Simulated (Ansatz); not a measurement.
### Question
Name crystals whose computed values (DFT-r²SCAN+D4 in the program Ansatz with PAW potentials) fall in these windows: B₀ by P(V) fit (GPa) 230 to 320; HSE06 gap (eV) 5.3 to 6.8; Θ_D (K) 1200 to 1400.

### Answer


```tsv
crystal	B₀ by P(V) fit (GPa)	HSE06 gap (eV)	Θ_D (K)
AlN, rock salt	281	6.18	1250
```
Others may fit too.

Not the usual ambient phase: AlN, rock salt. The cell was relaxed under the symmetry of its start.

Potentials: the later of the program's two PAW sets.
